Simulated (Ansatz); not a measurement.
RhPb (space group P6/mmm)

```xyz
6
Lattice="5.6630 0.0000 0.0000 -2.8315 4.9043 0.0000 0.0000 0.0000 4.4417" Properties=species:S:1:pos:R:3 pbc="T T T"
Rh    -1.4158     2.4522     0.0000
Rh     2.8315     0.0000     0.0000
Rh     1.4158     2.4522     0.0000
Pb     2.8315     1.6348     2.2209
Pb     0.0000     3.2696     2.2209
Pb     0.0000     0.0000     0.0000
```

E(V) scan at fixed shape, V₀ the volume above. Symmetry pins the atoms to their sites.

Computed with PBEsol (plane waves to 420 eV, PAW, scalar-relativistic; Ansatz, a first-principles code). k mesh 10×10×11 (Γ-centred), Fermi-Dirac smearing 0.05 eV. E stands for the smeared free energy. Compression counts positive. With the shape held, the modulus is that of even scaling; a crystal free to change shape is softer. RhPb is run without spin polarisation. RhPb was relaxed with its symmetry unable to fall. Spin-orbit coupling is left out, though Pb is heavy. The zero of ΔE is the relaxed starting cell. The last digit holds for this mesh only.

```csv
V (Å³/atom),ΔE (meV/atom)
19.327,34.0
19.574,21.2
19.820,11.6
20.067,5.0
20.314,1.2
20.560,0.0
20.807,1.2
21.054,4.6
21.301,10.0
21.547,17.3
21.794,withheld
```

Task: Fit a third-order Birch-Murnaghan form (E₀, V₀, B₀, B₀′ free) to the given rows and predict ΔE at V = 21.794.

Result: Least squares on the 10 given rows: ΔE = E₀ + (9V₀B₀/16)·y²·[2 + (B₀′ − 4)y], y = (V₀/V)^(2/3) − 1, with V₀ = 20.559 Å³/atom, B₀ = 129.2 GPa (160.2 GPa = 1 eV/Å³; the term in eV is multiplied by 1000), B₀′ = 5.49, E₀ = 0.01 meV/atom; root-mean-square residual 0.02 meV/atom. At 21.794 the fit gives 26.4 meV/atom; the calculation gives 26.5 meV/atom, so the extrapolation is off by -0.1 (-0.4 %). For the pressure the fit gives -6.4 GPa against the computed -6.5 GPa.

(A scan under strain: stresses follow from slopes of the energy per volume, elastic moduli from its curvatures.)
